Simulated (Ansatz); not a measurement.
Born–Oppenheimer molecular dynamics of a 24-atom Sr19Ca5 cell at 50.86 Å³/atom, computed with Ansatz: Langevin thermostat at 620 K, 33 steps of 3.0 fs, friction 0.03 1/fs. The run is short and the cell small, so it isn't an equilibrium average.

```yaml
crystal:
  lattice:
    - [10.49788, -0.166876, 0.073854]
    - [-0.166876, 10.389535, 0.221377]
    - [0.073854, 0.221377, 11.199018]
  atoms:
    - { symbol: Sr, position: [0.2803892551, 0.705334717, 0.7505106356] }
    - { symbol: Sr, position: [0.8244965372, 0.3416624645, 0.7265931695] }
    - { symbol: Sr, position: [0.1444942635, 0.0257777269, 0.72098139] }
    - { symbol: Sr, position: [0.5896710532, 0.2613299407, 0.4931533325] }
    - { symbol: Sr, position: [0.2770112679, 0.5896326691, 0.3511986302] }
    - { symbol: Sr, position: [0.809055355, 0.956855367, 0.5310697009] }
    - { symbol: Sr, position: [0.4185000269, 0.2035617964, 0.1978990866] }
    - { symbol: Sr, position: [0.4601060742, 0.4118837659, 0.7966446456] }
    - { symbol: Sr, position: [0.1639032249, 0.1345231099, 0.3563599433] }
    - { symbol: Sr, position: [0.2546630462, 0.8955759951, 0.0895085144] }
    - { symbol: Sr, position: [0.5311697601, 0.0436449627, 0.8082150831] }
    - { symbol: Sr, position: [0.8947129892, 0.8376654217, 0.2025033414] }
    - { symbol: Sr, position: [0.2513749545, 0.5236359283, 0.0615704343] }
    - { symbol: Sr, position: [0.0142674699, 0.6731951898, 0.5821768299] }
    - { symbol: Sr, position: [0.5009630305, 0.9026742835, 0.4387121258] }
    - { symbol: Sr, position: [0.7238724672, 0.3205001088, 0.0597808894] }
    - { symbol: Sr, position: [0.0354074508, 0.2282930438, 0.0497104362] }
    - { symbol: Sr, position: [0.9821760554, 0.649728392, 0.941845227] }
    - { symbol: Sr, position: [0.6171566617, 0.7570253173, 0.1138597888] }
    - { symbol: Ca, position: [0.9259312772, 0.454826234, 0.3474867854] }
    - { symbol: Ca, position: [0.628546184, 0.5809741665, 0.3952639317] }
    - { symbol: Ca, position: [0.8570248125, 0.9825789046, 0.9003564048] }
    - { symbol: Ca, position: [0.6759863894, 0.7148785567, 0.7518806514] }
    - { symbol: Ca, position: [0.1661292971, 0.323193196, 0.6704043845] }
  symmetry: { detect: false }
basis:
  ecutwfc: 420
  xc_grid: 1
kpoints:
  mp_grid: { grid: [1, 1, 1], shift: [0.25, 0.25, 0.25] }
hamiltonian:
  xc: pbe
scf:
  occupations: { method: fermi_dirac, width: 0.0534 }
  lower_state_search: "off"
  convergence: { dr2_threshold: 1.0e-05 }
output:
  forces: true
  stress: true
md:
  timestep: 3.0
  n_steps: 33
  ensemble: nvt_langevin
  friction: 0.03
  temperature: 620.0
  initial_velocities: maxwell_boltzmann
  seed: 46218
```

```bash
ansatz run input.yaml --threads 2 --pin off --max-ram 5120MiB --backend cpu --events-out ev --progress --plain --runs-dir out
```

All numbers below come from Ansatz, DFT PBE, scalar-relativistic, plane waves, PAW.

5 frames, positions in Å (not wrapped into the cell) and forces in eV/Å:

```xyz
24
Lattice="10.498 -0.167 0.074 -0.167 10.390 0.221 0.074 0.221 11.199" Properties=species:S:1:pos:R:3:forces:R:3 pbc="T T T" time_fs=0.0 temperature_K=594 free_energy_over_first_frame_eV=0.000
Sr    2.881    7.447    8.582    1.020    0.170   -0.030
Sr    8.652    3.573    8.274    0.300   -0.040   -0.090
Sr    1.566    0.403    8.091    0.050   -0.810    0.070
Sr    6.183    2.726    5.624   -0.430   -0.200   -0.110
Sr    2.836    6.158    4.084    0.000   -0.060    0.890
Sr    8.373    9.924    6.219    0.790    0.680    0.170
Sr    4.374    2.089    2.292    0.810    0.460   -0.820
Sr    4.820    4.379    9.047    0.390   -0.270    0.190
Sr    1.725    1.449    4.033   -1.020   -0.340    1.120
Sr    2.531    9.282    1.219   -0.110    0.000   -0.290
Sr    5.629    0.544    9.100   -0.370    0.060    0.040
Sr    9.268    8.598    2.519    1.200    0.350    1.200
Sr    2.556    5.412    0.824    0.710   -0.550   -0.230
Sr    0.080    7.121    6.670   -0.680    0.070   -0.330
Sr    5.141    9.392    5.150   -1.060   -0.030   -0.060
Sr    7.550    3.222    0.794   -0.650    0.490    0.290
Sr    0.337    2.377    0.610    0.910   -0.100   -0.260
Sr   10.272    6.795   10.764   -0.730   -0.200   -0.240
Sr    6.361    7.787    1.488   -1.390   -0.350   -0.890
Ca    9.670    4.648    4.061    0.290   -0.510   -0.430
Ca    6.531    6.019    4.602    0.190    0.300    0.490
Ca    8.899   10.265   10.364   -0.150   -0.050   -0.300
Ca    7.033    7.481    8.629   -0.110   -0.370    0.010
Ca    1.740    3.479    7.592    0.020    1.310   -0.390
24
Lattice="10.498 -0.167 0.074 -0.167 10.390 0.221 0.074 0.221 11.199" Properties=species:S:1:pos:R:3:forces:R:3 pbc="T T T" time_fs=24.0 temperature_K=688 free_energy_over_first_frame_eV=-0.253
Sr    2.884    7.468    8.652    1.060   -0.090    0.030
Sr    8.756    3.634    8.253    0.020   -0.090   -0.090
Sr    1.543    0.330    8.113    0.250   -0.220   -0.090
Sr    6.172    2.646    5.705   -0.370    0.360   -0.190
Sr    2.806    6.215    4.047    0.000   -0.010    1.130
Sr    8.349    9.901    6.220    0.810    0.620    0.020
Sr    4.493    2.173    2.276    0.370    0.230   -0.480
Sr    4.974    4.352    9.142   -0.040   -0.180    0.130
Sr    1.652    1.424    4.022   -0.660   -0.200    1.040
Sr    2.601    9.292    1.256   -0.170   -0.010   -0.320
Sr    5.628    0.544    9.074   -0.390   -0.060    0.110
Sr    9.324    8.591    2.434    0.930    0.430    1.090
Sr    2.521    5.313    0.932    0.650   -0.290   -0.610
Sr    0.088    7.142    6.671   -0.620    0.130   -0.350
Sr    5.109    9.417    5.173   -1.160    0.020   -0.090
Sr    7.547    3.183    0.737   -0.350    0.470    0.260
Sr    0.379    2.414    0.663    0.700   -0.270   -0.400
Sr   10.233    6.741   10.769   -0.640   -0.150   -0.300
Sr    6.290    7.789    1.447   -1.060   -0.250   -0.960
Ca    9.510    4.726    4.054    0.560   -0.630   -0.460
Ca    6.565    6.218    4.537   -0.020   -0.200    0.710
Ca    8.908   10.376   10.185   -0.240   -0.240    0.020
Ca    7.011    7.409    8.543   -0.040   -0.150    0.050
Ca    1.672    3.613    7.622    0.410    0.800   -0.240
24
Lattice="10.498 -0.167 0.074 -0.167 10.390 0.221 0.074 0.221 11.199" Properties=species:S:1:pos:R:3:forces:R:3 pbc="T T T" time_fs=48.0 temperature_K=839 free_energy_over_first_frame_eV=-0.556
Sr    2.870    7.468    8.719    1.010   -0.230   -0.020
Sr    8.791    3.719    8.262   -0.050   -0.190   -0.160
Sr    1.593    0.255    8.094    0.180    0.420   -0.080
Sr    6.143    2.568    5.755   -0.330    0.720   -0.110
Sr    2.785    6.248    4.038   -0.080    0.030    1.200
Sr    8.344    9.915    6.197    0.710    0.630   -0.020
Sr    4.556    2.208    2.248    0.130    0.080   -0.290
Sr    5.064    4.380    9.233   -0.160   -0.330    0.100
Sr    1.616    1.381    4.039   -0.450   -0.090    0.920
Sr    2.695    9.233    1.274   -0.340    0.130   -0.280
Sr    5.624    0.511    9.147   -0.580    0.010    0.030
Sr    9.387    8.584    2.439    0.560    0.450    0.850
Sr    2.544    5.239    0.961    0.560   -0.190   -0.670
Sr    0.003    7.235    6.682   -0.480   -0.090   -0.460
Sr    5.100    9.479    5.169   -1.260   -0.040   -0.120
Sr    7.575    3.170    0.771   -0.300    0.380    0.110
Sr    0.388    2.403    0.684    0.650   -0.410   -0.500
Sr   10.207    6.656   10.815   -0.640   -0.060   -0.350
Sr    6.191    7.741    1.382   -0.500   -0.330   -0.730
Ca    9.352    4.725    3.866    0.700   -0.500   -0.210
Ca    6.545    6.367    4.640    0.020   -0.410    0.640
Ca    8.802   10.444   10.004    0.080   -0.350    0.260
Ca    6.907    7.342    8.470    0.110    0.150    0.060
Ca    1.703    3.839    7.658    0.460    0.220   -0.160
24
Lattice="10.498 -0.167 0.074 -0.167 10.390 0.221 0.074 0.221 11.199" Properties=species:S:1:pos:R:3:forces:R:3 pbc="T T T" time_fs=75.0 temperature_K=841 free_energy_over_first_frame_eV=-1.029
Sr    2.953    7.468    8.800    0.610   -0.290   -0.090
Sr    8.753    3.845    8.263   -0.010   -0.300   -0.220
Sr    1.643    0.185    8.040    0.180    0.710   -0.050
Sr    6.113    2.634    5.755   -0.370    0.690   -0.030
Sr    2.732    6.331    4.129    0.020   -0.050    1.110
Sr    8.343   10.013    6.169    0.480    0.700    0.000
Sr    4.554    2.187    2.258    0.170    0.010   -0.350
Sr    5.075    4.316    9.315   -0.090   -0.350    0.190
Sr    1.675    1.297    4.027   -0.510   -0.020    1.010
Sr    2.727    9.159    1.302   -0.440    0.280   -0.300
Sr    5.648    0.443    9.274   -0.780    0.200   -0.140
Sr    9.525    8.623    2.584    0.060    0.170    0.380
Sr    2.592    5.228    1.025    0.450   -0.250   -0.570
Sr   -0.074    7.338    6.676   -0.320   -0.250   -0.310
Sr    4.999    9.494    5.192   -1.140    0.230   -0.030
Sr    7.608    3.138    0.871   -0.250    0.210   -0.060
Sr    0.459    2.291    0.674    0.610   -0.250   -0.530
Sr   10.181    6.481   10.841   -0.620    0.260   -0.250
Sr    6.055    7.673    1.297    0.220   -0.390   -0.350
Ca    9.381    4.628    3.758    0.540   -0.240    0.060
Ca    6.610    6.569    4.808    0.230   -0.740    0.240
Ca    8.777   10.557    9.943    0.270   -0.480    0.290
Ca    6.689    7.362    8.395    0.440    0.200    0.150
Ca    1.736    3.977    7.788    0.260   -0.050   -0.170
24
Lattice="10.498 -0.167 0.074 -0.167 10.390 0.221 0.074 0.221 11.199" Properties=species:S:1:pos:R:3:forces:R:3 pbc="T T T" time_fs=99.0 temperature_K=675 free_energy_over_first_frame_eV=-1.132
Sr    3.103    7.486    8.825   -0.050   -0.030   -0.080
Sr    8.675    3.894    8.287    0.340   -0.300   -0.300
Sr    1.632    0.259    8.004    0.280    0.550    0.060
Sr    6.088    2.717    5.735   -0.400    0.560    0.010
Sr    2.725    6.325    4.232    0.150   -0.120    0.940
Sr    8.405   10.112    6.066    0.110    0.770    0.130
Sr    4.506    2.190    2.287    0.240   -0.070   -0.410
Sr    5.077    4.299    9.383   -0.020   -0.450    0.250
Sr    1.704    1.252    4.039   -0.540    0.000    1.120
Sr    2.681    9.115    1.374   -0.420    0.330   -0.390
Sr    5.729    0.401    9.331   -1.100    0.330   -0.230
Sr    9.563    8.641    2.620   -0.120    0.070    0.250
Sr    2.642    5.231    1.072    0.220   -0.230   -0.560
Sr   -0.121    7.409    6.613   -0.090   -0.320   -0.030
Sr    4.904    9.471    5.148   -0.850    0.410    0.130
Sr    7.580    3.163    0.939   -0.160    0.150   -0.050
Sr    0.494    2.183    0.762    0.480    0.020   -0.620
Sr   10.111    6.448   10.887   -0.390    0.290   -0.300
Sr    5.943    7.653    1.314    0.550   -0.410   -0.260
Ca    9.492    4.591    3.720    0.440   -0.160    0.190
Ca    6.748    6.676    4.909    0.200   -0.850   -0.030
Ca    8.751   10.677    9.999    0.470   -0.590    0.190
Ca    6.581    7.366    8.354    0.790    0.240    0.210
Ca    1.884    4.122    7.748   -0.150   -0.180   -0.210
```

Over the second half the temperature averages 855 K and the pressure (kinetic part included, positive in compression) 1.6 GPa. Mean square displacements at the end: Ca 0.34 Å², Sr 0.09 Å² (from the start of this run, the atoms' common shift taken off).

One k point is coarse for so small a cell, so forces and above all the pressure are rough.

It took 5 min on 2 threads of Arm Neoverse V1 (shared host), peak memory 1.2 GiB.